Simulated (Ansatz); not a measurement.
IrPtN2:
```
CELL_PARAMETERS angstrom
      1.49250     0.86169     6.21552
     -1.49250     0.86169     6.21552
      0.00000    -1.72339     6.21552
ATOMIC_POSITIONS crystal
  Ir 0.50000 0.50000 0.50000
  Pt 0.00000 0.00000 0.00000
  N  0.89388 0.89388 0.89388
  N  0.10612 0.10612 0.10612
```

Relaxed with PBE. Special points in fractions of this cell's reciprocal vectors: Γ (0.000, 0.000, 0.000); T (0.500, 0.500, 0.500); H2 (0.821, 0.179, 0.500); H0 (0.500, -0.179, 0.179); L (0.500, 0.000, 0.000); S0 (0.340, -0.340, 0.000); S2 (0.660, 0.000, 0.340); F (0.500, 0.000, 0.500).

### Question
List the band energies nearest the Fermi level at these points for PBE (plane waves, PAW; program Ansatz).

### Answer
In eV from the Fermi level; about four levels below and three above (degenerate sets whole), none deeper than 8.9 eV; points with the same levels are listed once.

| k | below | above |
|---|---|---|
| Γ | -1.65 -1.65 -1.39 -1.39 | 4.73 4.73 5.08 |
| T | -2.67 -2.67 -2.34 -2.34 -0.29 | 0.32 0.32 4.03 4.03 |
| H2 | -2.34 -1.47 -1.41 -0.59 | 0.19 1.65 3.99 |
| L | -0.75 -0.42 -0.26 -0.01 | 1.71 2.69 4.16 |
| S0 | -2.38 -1.42 -1.36 -0.69 | 0.27 1.63 3.95 |
| F | -2.02 -1.95 -0.75 -0.26 | 0.05 1.63 2.98 |

Space group R-3m. The start of the workflow was typed in or built on a structure type; neither database checked (COD, Materials Project) lists it. Its standing as an ambient phase is unchecked. The PBE relaxation kept the symmetry of its start; whether a distortion lowers the energy is not shown. The workflow began spin-polarised and lost its moments. Its formation energy is positive at this level, so the cell may be metastable or incomplete. Spin–orbit coupling is left out wherever it is not named.

Potentials: the earlier of the program's two PAW sets.
